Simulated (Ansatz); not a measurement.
# RbZn5O2: reading a single point

```yaml
crystal:
  lattice:
    - [5.84975, -0.25829, 0.05793]
    - [0.29858, 6.30670, 0.45413]
    - [-0.95039, 0.71231, 7.97690]
  atoms:
    - { symbol: O, position: [0.33772, 0.33897, 0.80023] }
    - { symbol: O, position: [0.49916, 0.70997, 0.27189] }
    - { symbol: O, position: [0.79889, 0.94861, 0.14632] }
    - { symbol: O, position: [0.09632, 0.80335, 0.75366] }
    - { symbol: Rb, position: [0.56028, 0.74293, 0.89383] }
    - { symbol: Rb, position: [0.77746, 0.00214, 0.48586] }
    - { symbol: Zn, position: [0.96649, 0.48732, 0.14710] }
    - { symbol: Zn, position: [0.12929, 0.07460, 0.91051] }
    - { symbol: Zn, position: [0.17042, 0.89234, 0.22018] }
    - { symbol: Zn, position: [0.63116, 0.41612, 0.63679] }
    - { symbol: Zn, position: [0.99861, 0.46926, 0.83457] }
    - { symbol: Zn, position: [0.65924, 0.22225, 0.95831] }
    - { symbol: Zn, position: [0.23198, 0.22321, 0.37056] }
    - { symbol: Zn, position: [0.55894, 0.38605, 0.21418] }
    - { symbol: Zn, position: [0.33265, 0.71577, 0.51851] }
    - { symbol: Zn, position: [0.97093, 0.49936, 0.46417] }
```

Single point in Ansatz 0.2.0 with PBE, no spin polarisation. Cutoff 420 eV, PAW datasets, 3×3×3 (shifted by 0.5, 0, 0 steps) k mesh, fermi-dirac filling (width 0.1 eV).

(1) Is there a gap?

(2) Which atom feels the largest force, and which way?

(3) Is it stable against the elements?

(4) Give the Bader charges.

(5) Describe some of the short contacts.

Origin: a disordered cell, so it need not be a known compound. Caveats: many states at the Fermi level without spin polarisation, so a magnetic state may lie lower; the k mesh is coarse if the cell is a metal; atoms or cell far from equilibrium.

Results:

(1) It is a metal, with about 7.9 states/eV a cell as the mean within 0.25 eV of the Fermi level.

(2) The largest is on O3: 1.91 eV/Å, components (1.54, 0.63, -0.93). It makes 55° with the line to a nearest neighbour, Zn9 at 2.20 Å.

(3) -0.15 eV an atom against the elements' usual phases (free molecules for gases, crystals otherwise, with no correction for O₂ or N₂), so it is bound against them; other compounds may still compete. Relaxing would lower it.

(4) Bader charges in e: Rb +0.72, Zn -0.04 to +0.59, O -1.14 to -0.99. In the mean Rb gives up most and O takes most.

(5) O–Zn at 2.20 Å: least valence density 0.37 e/Å³ and ELF 0.21 there. O–O at 2.52 Å: least valence density 0.15 e/Å³ and ELF 0.06 there. Zn–Zn at 2.54 Å: least valence density 0.27 e/Å³ and ELF 0.32 there. These are pseudo-fields; inside the PAW spheres they differ from the all-electron ones.
